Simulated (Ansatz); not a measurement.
Crystals of one structure type (rock salt), relaxed and computed with PBE (plane waves, PAW; program Ansatz).

```
crystal  a (Å)  ΔH_f (eV/atom)  B₀ by P(V) fit (GPa)
-------  -----  --------------  --------------------
AlRu     4.982            0.15                   144
ZrRu     5.356            0.05                   140
NbRu     5.194            0.37                   188
MoRu     5.101            0.88                   214
TaRu     5.207            0.34                   200
RuW      5.130            0.97                   233
```

Typed or built starts, not in the databases checked: AlRu, rock salt; ZrRu, rock salt; NbRu, rock salt; MoRu, rock salt; TaRu, rock salt; RuW, rock salt. All cells were relaxed under the symmetry of their starts (and spin orders); stability against distortions was not tested throughout. Rows with no word on spin ran without spin polarisation. Scalar-relativistic: spin–orbit coupling is off unless named, which matters more the heavier the elements.

Potentials: the later of the program's two PAW sets.

Formation energies count from the lowest solids of the elements computed at the same level, not from gases.
